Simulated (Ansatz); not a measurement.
La:
```yaml
crystal:
  lattice:
    - [3.32826, 0.00000, 0.00000]
    - [0.00000, 3.32826, 0.00000]
    - [0.00000, 0.00000, 3.32826]
  atoms:
    - { symbol: La, position: [0.00000, 0.00000, 0.00000] }
```

Relaxed with PBE. Special points in fractions of this cell's reciprocal vectors: Γ (0.000, 0.000, 0.000); X (0.000, 0.500, 0.000); M (0.500, 0.500, 0.000); R (0.500, 0.500, 0.500).

Question: List the band energies nearest the Fermi level at these points for PBE in the plane-wave PAW code Ansatz.

Answer: In eV from the Fermi level; about four levels below and three above (degenerate sets whole), none deeper than 8.9 eV; points with the same levels are listed once.

```
k              below                above
-  -----------------  -------------------
Γ  -2.87 -1.11 -1.11       1.80 1.80 1.80
X        -0.67 -0.28  0.87 1.33 1.93 1.93
M              -2.42       0.56 1.38 1.38
R  -1.08 -1.08 -1.08  1.13 1.88 1.88 1.88
```

Space group Pm-3m (simple cubic). The cell is a constructed one: a structure type filled with these elements; neither database checked (COD, Materials Project) lists it. It is not the phase usual at ambient conditions (space group No. 194). Symmetry was held in the PBE relaxation; phonons on a q-mesh show weakly imaginary modes. Scalar-relativistic: spin–orbit coupling is off unless named, which matters more the heavier the elements.

Potentials: the later of the program's two PAW sets.
